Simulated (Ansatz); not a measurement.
System: Tl2Ga (fluorite prototype, strained and with displaced atoms), 3 atoms in the cell.

All numbers below come from Ansatz 0.2.0 development build, PBE, plane waves, PAW datasets (generated hard set).

Cutoff 700 eV; k-mesh 2×2×2 shifted by (0.5, 0.5, 0.5) steps; Fermi–Dirac smearing of 0.15 eV; no spin polarisation; no spin–orbit coupling.

```xyz
3
Lattice="-3.2746 -0.1436 3.0212 0.1533 3.1172 3.0309 -3.1313 2.9642 -0.0003" Properties=species:S:1:pos:R:3 pbc="T T T"
Ga   -1.5146    3.2540    4.0742
Tl   -3.0757    4.7881    5.5797
Tl   -6.0137    7.7865    8.6168
```

Question: Is the cell under compression or tension, and by how much?

Answer: The pressure is 30.01 GPa, so at these settings the cell is compressed and would expand.

Question: Which atom feels the largest force? Give all forces.

Answer: Tl3, 1.665 eV/Å.

| atom | Fx (eV/Å) | Fy (eV/Å) | Fz (eV/Å) |
| --- | --- | --- | --- |
| Ga1 | 0.686 | 0.214 | -0.179 |
| Tl2 | 0.616 | 0.034 | 1.187 |
| Tl3 | -1.302 | -0.249 | -1.008 |

Question: Metal or insulator on this mesh?

Answer: No gap opens on the mesh: metallic.

The stress includes the program's correction for the finite plane-wave basis.

The k-mesh is coarse, so these values belong to this mesh and can lie far from the converged ones. The elements were drawn onto a prototype; most such cells aren't known phases. Spin–orbit coupling is left out, which matters for 6p elements such as Tl, Pb and Bi.
